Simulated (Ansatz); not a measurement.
The relaxed structure here is a generated cell of Bi: the first start was made by a random draw of sites in a space group, and the end was not matched to a known phase here, so it may be hypothetical. Known forms of Bi include space group No. 166.

One starting cell of Bi (a randomly generated symmetric cell of Bi (space group No. 65)) was relaxed twice with Ansatz (plane waves, PAW, scalar-relativistic): with r2SCAN at 500 eV and with PBE at 420 eV. The r2SCAN result:

Space group P6/mmm (No. 191); a = 3.418 Å, b = 3.418 Å, c = 3.283 Å, α = 90.00°, β = 90.00°, γ = 120.00°

```tsv
atom	site	symmetry	x	y	z
Bi	1a	6/mmm	0.0000	0.0000	0.0000
```

```csv
quantity,r2SCAN,PBE
space group,P6/mmm,P6/mmm
volume (Å³/atom),33.20,___
a (Å),3.418,___
c (Å),3.283,___
"gap (eV, no spin-orbit coupling)",0.00,___
```

Problem. What does PBE give for the same quantities?

Solution. 
- volume (Å³/atom), PBE: 33.78
- a (Å), PBE: 3.437
- c (Å), PBE: 3.302
- gap (eV, no spin-orbit coupling), PBE: 0.00

Both levels end in the same structure; PBE's volume is 1.7 % larger. Neither column is exact.

No spin polarisation in the result.

The run could not lose the symmetry of its start, so the end can be a saddle point.

Ansatz is an electronic-structure program.
